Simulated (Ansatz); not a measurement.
## PtSe2: a ladder of calculations

Cell of run 1: a COD entry (the entry's cell lengths or inner coordinates differ somewhat from later room-temperature determinations), atoms as given.

```
Pt Se
1.0
     3.72400    0.00000    0.00000
    -1.86200    3.22508    0.00000
     0.00000    0.00000    5.06200
Pt Se
1 2
Direct
  0.00000 0.00000 0.00000
  0.33333 0.66667 0.25000
  0.66667 0.33333 0.75000
```

Sites (sets of like atoms) are named by element and the number of their first atom in this list.

Relaxed positions (PBE, cell held):

```
CELL_PARAMETERS angstrom
3.72400 0.00000 0.00000
-1.86200 3.22508 0.00000
0.00000 0.00000 5.06200
ATOMIC_POSITIONS crystal
Pt 0.00000 0.00000 0.00000
Se 0.33333 0.66667 0.25920
Se 0.66667 0.33333 0.74080
```

All runs are DFT with Ansatz 0.2.0 (plane waves and PAW, scalar-relativistic unless spin–orbit coupling is named, Γ-centred meshes, Fermi–Dirac smearing where given) in this cell.

Run 1: PBE, atoms as given; 420 eV, 10×10×7 k-points, smearing 0.05 eV.
Run 2: PBE, atoms relaxed; 420 eV, 10×10×7 k-points, smearing 0.05 eV.
Run 3: r2SCAN, at the relaxed atoms; 500 eV, 10×10×7 k-points, smearing 0.05 eV.
Run 4: PBE with spin–orbit coupling, at the relaxed atoms; 420 eV, 10×10×7 k-points, smearing 0.05 eV.

Task: What does each run give, and what moves the gradients most?

Result: 

```json
{"run": "1", "Pt V_zz (η)": "8.85 (0.00)", "Se V_zz (η)": "-5.28 (0.00)"}
{"run": "2", "Pt V_zz (η)": "8.83 (0.00)", "Se V_zz (η)": "-3.00 (0.00)"}
{"run": "3", "Pt V_zz (η)": "8.62 (0.00)", "Se V_zz (η)": "-4.71 (0.00)"}
{"run": "4", "Pt V_zz (η)": "8.83 (0.00)", "Se V_zz (η)": "-3.72 (0.00)"}
```

V_zz in 10²¹ V/m². Against run 1, the gradient tensors on these sites move by at most 2.28 in run 2 (Se), 0.57 in run 3 (Se), 1.56 in run 4 (Se). Taken one at a time, the positions of the atoms (as given or relaxed) move the tensors on these sites by up to 2.28 (largest principal value of the change, on Se), the functional (r2SCAN with its higher cutoff) by 1.71 (Se), spin–orbit coupling by 0.72 (Se). Without a gap such differences can lie within the error of the k-mesh, so this order isn't firm.

With these PAW files V_zz is typically within 2 to 3 % of all-electron values, but misses above 10 % occur on Pt. In runs 1, 2, 3, 4 there is no gap above 0.1 eV, so the gradients can move by 10 % or more with the k-mesh. In run 1 the atoms aren't at the calculated equilibrium (largest force 0.56 eV/Å). The cell isn't the equilibrium one in run 1 (calculated pressure 7 GPa), and the entry's cell may itself be off.
